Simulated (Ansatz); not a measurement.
A geometry of W away from equilibrium: step 4 of the relaxation of a relaxed W cell, doubled along one cell vector, shaken by Gaussian noise of σ = 0.08 Å a coordinate. Method: r2SCAN (plane waves to 500 eV, PAW, scalar-relativistic; Ansatz, a quantum-chemistry and plane-wave program). Γ-centred k-mesh 4×8×12 on the run's cell (coarser than for final values), Fermi–Dirac smearing 0.05 eV.

```xyz
6
Lattice="9.1749 -0.0087 0.0160 -2.2975 3.9731 -0.0135 0.0044 -0.0061 2.6316" Properties=species:S:1:pos:R:3 pbc="T T T"
W     -0.0335     0.0272     0.0338
W      4.5706    -0.0228    -0.0461
W     -0.0364     2.6802     1.2059
W      4.5558     2.6353     0.6070
W      2.3163     1.3205     1.7004
W      6.8119     1.2821     1.5603
```

Problem. What forces act on the atoms (eV/Å)?

Solution. 
```
atom     Fx     Fy     Fz
----  -----  -----  -----
W1     0.19  -0.09  -0.55
W2    -0.07   0.08  -0.71
W3     0.02  -0.61  -2.69
W4     0.39   0.09   1.76
W5    -0.63   0.19   1.06
W6     0.11   0.33   1.13
```

Problem. What is the pressure?

Solution. +2.2 GPa, compression positive.

Problem. How much energy per atom can still be gained by relaxing?

Solution. 0.22 eV/atom; the path ends in Im-3m (No. 229) (bcc (W type)).

No spin polarisation in the result.

Of the parent cell (P6/mmm (No. 191)): it is a generated cell of W: the first start was made by placing the elements on the sites of a structure type, and the end was not matched to a known phase here, so it may be hypothetical. Known forms of W include space group No. 229.
